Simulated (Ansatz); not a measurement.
An Ansatz (a program for electronic structure) input:

Ansatz 0.2 input:
```yaml
crystal:
  lattice:
    - [4.0462804524, 0.0, 0.0]
    - [0.0, 4.0462804524, 0.0]
    - [0.0, 0.0, 4.0462804524]
  atoms:
    - { symbol: Ga, position: [0.0, 0.0, 0.0] }
    - { symbol: Ir, position: [0.0, 0.5, 0.5] }
    - { symbol: Ir, position: [0.5, 0.0, 0.5] }
    - { symbol: Ir, position: [0.5, 0.5, 0.0] }
    - { symbol: N, position: [0.5, 0.5, 0.5] }
kpoints:
  mp_grid: { grid: [8, 8, 8] }
  band_path:
    path:
      - [[0.0, 0.0, 0.0], [0.0, 0.5, 0.0], [0.5, 0.5, 0.0], [0.0, 0.0, 0.0], [0.5, 0.5, 0.5], [0.0, 0.5, 0.0]]  # Γ-X-M-Γ-R-X
      - [[0.5, 0.5, 0.5], [0.5, 0.5, 0.0]]  # R-M
    npoints: 12
basis: { ecutwfc: 600, xc_grid: 2 }
hamiltonian:
  xc: pbesol
  pseudopotentials: { azcp: { folder: ./paw }, kind: paw_fr }
magnetization: { noncollinear: true, spin_orbit: true }
scf:
  n_extra_bands: 13
  convergence: { dr2_threshold: 0.0000000001 }
  occupations: { method: gaussian, width: 0.05 }
output: { eigenvalues: true }
```

### Question
How many symmetry operations and irreducible k-points will the run report?

### Answer
48 operations, 35 of 512 k-points.

### Question
With a cutoff of 600 eV, how many plane waves at Γ?

### Answer
2205.

It took around 2.3 core-minutes (rough) on shared server cores.

Space group Pm-3m (anti-perovskite). The start of the workflow was typed in or built on a structure type; neither database checked (COD, Materials Project) lists it. Its standing as an ambient phase is unchecked. The cell was relaxed with PBEsol under the symmetry of its start. At this level the phase is dynamically unstable (imaginary phonons). The run is not spin-polarised. The volume moved by 17 % from the start of the relaxation. Its formation energy is positive at this level, so the cell may be metastable or incomplete.

Potentials: the earlier of the program's two PAW sets. The files were generated under PBE; for other functionals the program regenerates the frozen cores, and for LDA and PBEsol the local potential too.

Ansatz is a plane-wave DFT program.
